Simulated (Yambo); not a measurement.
A G0W0@PBE run in Yambo for BP (zinc blende, space group F-43m, No. 216) (6×6×6 Γ-centred k mesh, 84 bands and a 14 Ry block in the screening, 84 bands in G with the Bruneval-Gonze terminator, plasmon pole fitted at 27.2 eV) gives these matrix elements, in eV, at the band edges (Γ → X):

| state | E0 | <Vxc> | <Σx> | <Σc(E0)> | Z |
|---|---|---|---|---|---|
| valence edge | 0.000 | -13.312 | -14.955 | 0.804 | 0.797 |
| conduction edge | 1.341 | -10.840 | -6.590 | -4.176 | 0.809 |

Task: Solve the linearised quasiparticle equation for both states, give the gap, and say how exchange and correlation each act on it.

Result: E = E0 + Z(Σx + Σc − Vxc). Valence: 0.000 + 0.797 × (-14.955 + (0.804) − (-13.312)) = -0.67 eV. Conduction: 1.341 + 0.809 × (-6.590 + (-4.176) − (-10.840)) = 1.40 eV. The gap is 2.07 eV, against 1.34 eV in PBE. Replacing Vxc by bare exchange alone would open it by 5.89 eV; correlation takes back 4.98 eV of that, and Z scales what is left. Nearest settings tried, and what they do to the gap: 2 Ry block (15 vectors against 169): -351 meV. Not varied: bands in G, bands in W, mesh. So the settings aren't converged at that level. The mesh misses a band edge: along a dense path the PBE gap is 1.24 eV against 1.34 eV on the mesh. 

Geometry of the Materials Project entry, not relaxed at this level; primitive cell a = b = c = 3.2047 Å, α = β = γ = 60.00°.
